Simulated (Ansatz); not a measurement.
CdS (zinc blende): scan of one atom of the cell

Starting cell, CdS (zinc blende):

```xyz
2
Lattice="0.0000 2.9633 2.9633 2.9633 0.0000 2.9633 2.9633 2.9633 0.0000" Properties=species:S:1:pos:R:3 pbc="T T T"
S      4.4450     4.4450     4.4450
Cd     0.0000     0.0000     0.0000
```

Scan: atom 1 (S, nearest neighbour Cd at 2.566 Å; its periodic images, 4.2 Å or more away, move with it) is displaced towards the nearest neighbour, direction (-0.577, -0.577, 0.577) in Cartesian axes, by s. The other atoms stay.

Method: PBE (plane waves to 420 eV, PAW, scalar-relativistic; Ansatz, a first-principles code). k mesh 8×8×8 (Γ-centred), Fermi-Dirac smearing 0.05 eV. E stands for the smeared free energy. Stress and pressure are positive under compression. F∥ is the force on the atom along that direction. CdS was relaxed with its symmetry unable to fall. The zero of ΔE is the undisplaced structure.

| s (Å) | ΔE (eV/cell) | P (GPa) | F∥ (eV/Å) |
|---|---|---|---|
| -0.510 | 0.262 | 2.4 | 0.632 |
| -0.408 | 0.195 | 1.8 | 0.669 |
| -0.306 | 0.128 | 1.2 | 0.648 |
| -0.204 | 0.066 | 0.6 | 0.549 |
| -0.102 | 0.019 | 0.2 | 0.347 |
| 0.000 | 0.000 | 0.0 | 0.000 |
| 0.102 | 0.026 | 0.2 | -0.549 |
| 0.204 | 0.122 | 1.1 | -1.386 |
| 0.306 | 0.323 | 2.9 | -2.630 |
| 0.408 | 0.678 | 5.9 | -4.460 |
| 0.510 | 1.261 | 10.5 | -7.132 |

Summary:

```
Item                                                                                                                                                            Value
-----------------------------------------------------------------  --------------------------------------------------------------------------------------------------
Energy at s = 0.510 Å                                                                                                                                   1261 meV/cell
Force along the line at s = -0.510 Å                                                                                                                       0.632 eV/Å
Symmetry of the curve                                                                                             not even: the positive side lies higher at ±0.510 Å
Shape of the curve                                                                                     a single well with its minimum at or next to zero displacement
Force constant k = d²E/ds² at s = 0 (finite differences)                                                                                                   4.28 eV/Å²
Harmonic estimate at the end of the scan                           ½ks² = 556 meV/cell against the computed 1261 meV/cell, so the well is stiffer than harmonic there
Zone-centre optical wavenumber from k (transverse: no LO-TO term)                                                                                            216 cm⁻¹
```

(A displaced cell: forces are minus the slopes of the energy, force constants its curvatures, and phonons follow from these.)
